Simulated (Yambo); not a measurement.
Quantum ESPRESSO input (PBEsol, PseudoDojo standard norm-conserving files, scalar-relativistic) whose wavefunctions are converted with p2y:

```
&CONTROL
  calculation = 'nscf'
  pseudo_dir = './pseudo'
  outdir = './out'
/
&SYSTEM
  ibrav = 0
  nat = 10
  ntyp = 4
  ecutwfc = 84.0
  ecutrho = 336.0
  occupations = 'fixed'
  force_symmorphic = .true.
  nbnd = 313
/
&ELECTRONS
  conv_thr = 1e-08
  diago_full_acc = .true.
  diago_thr_init = 1e-08
/
ATOMIC_SPECIES
F 18.9984 F.upf
Cl 35.4500 Cl.upf
I 126.9045 I.upf
Cs 132.9055 Cs.upf
CELL_PARAMETERS angstrom
  0.000000000000   5.335790000000   5.335790000000
  5.335790000000   0.000000000000   5.335790000000
  5.335790000000   5.335790000000   0.000000000000
ATOMIC_POSITIONS crystal
F   0.500000000000   0.500000000000   0.500000000000
Cl   0.240250000000   0.759750000000   0.759750000000
Cl   0.759750000000   0.240250000000   0.240250000000
Cl   0.759750000000   0.240250000000   0.759750000000
Cl   0.240250000000   0.759750000000   0.240250000000
Cl   0.759750000000   0.759750000000   0.240250000000
Cl   0.240250000000   0.240250000000   0.759750000000
I   0.000000000000   0.000000000000   0.000000000000
Cs   0.250000000000   0.250000000000   0.250000000000
Cs   0.750000000000   0.750000000000   0.750000000000
K_POINTS automatic
1 1 1 0 0 0
```

Yambo's initialisation report on symmetry, reciprocal space, the k grid and the gaps on this mesh:

```
  [02.02] Symmetries
  ==================

  Inversion symmetry    : yes
  Spatial inversion     : yes
  Inversion index       :  25
  K-space Time-reversal : no
  Magnetic symmetries   : no
  Group table correct   : yes
  Symmetries units      :  [cc]

  [02.03] Reciprocal space
  ========================

  nG shells         :  1157
  nG charge         :  213007
  nG WFs            :  26565
  nC WFs            :  26565
  G-vecs. in first 80 shells:  [ Number ]
     1    9   15   27   51   59   65   89  113
    137   169   181   229   259   283   307   331   339
    387   411   459   531   537   561   609   645   701
    725   749   821   869   893   941   965  1037  1067
   1139  1211  1243  1291  1363  1411  1459  1471  1591
   1639  1687  1759  1807  1837  1893  1917  1989  2085
   2109  2133  2229  2277  2397  2421  2445  2565  2637
   2685  2733  2741  2837  2891  2975  3071  3119  3143
    3215   3287   3383   3479   3527   3647   3695   3719
  ...
  Shell energy in first 80 shells:  [ mHa ]
     0.0000  145.6115  194.1487  388.2975  533.9090  582.4462  776.5949  922.2065  970.7436
    1164.89      1310.50      1553.19      1698.80      1747.34      1941.49      2087.10      2135.64      2329.78
    2475.40      2523.93      2718.08      2863.69      3106.38      3251.99      3300.53      3494.68      3640.29
    3688.83      3882.97      4028.59      4077.12      4271.27      4416.88      4659.57      4805.18      4853.72
    5047.87      5193.48      5242.02      5581.78      5630.31      5824.46      5970.07      6212.76      6358.37
    6406.91      6601.06      6746.67      6795.21      6989.35      7134.97      7183.50      7377.65      7523.26
    7765.95      7911.56      7960.10      8154.25      8299.86      8348.40      8542.54      8688.16      8736.69
    8930.84      9076.45      9319.14      9464.75      9513.29      9707.44      9853.05      9901.59      10095.7
    10241.3      10289.9      10484.0      10629.6      10872.3      11017.9      11066.5      11260.6
  ...

  [02.04] K-grid lattice
  ======================

  Compatible Grid is   : 0D
  K lattice UC volume  :  0.120981 [a.u.]

  IBZ K-points                                      :  1
  BZ  K-points                                      :  1

  K/Q-points units:
  rlu = crystal or reduced units; cc = cartesian coordinates; iku = interal k-units

  K [1]          [rlu]:  0.000000  0.000000  0.000000
         WF components:  26565

  [02.05] Energies & Occupations
  ==============================

  [X] === General ===
  [X] Electronic Temperature                        :  0.000000  0.000000 [eV K]
  [X] Bosonic    Temperature                        :  0.000000  0.000000 [eV K]
  [X] Finite Temperature mode                       : no
  [X] El. density                                   :  0.24356E+24 [cm-3]
  [X] Fermi Level                                   :  1.899785 [eV]

  [X] === Gaps and Widths ===
  [X] Conduction Band Min                           :  2.808108 [eV]
  [X] Valence Band Max                              :  0.000000 [eV]
  [X] Filled Bands                                  :   37
  [X] Empty Bands                                   :   38  313
  [X] Direct Gap                                    :  2.808108 [eV]
  [X] Direct Gap localized at k                     :  1
```
The gaps are PBEsol values on this mesh alone; only operations without fractional translations are kept.

Spin-orbit coupling is not included.

Geometry of the Materials Project entry, not relaxed at this level.
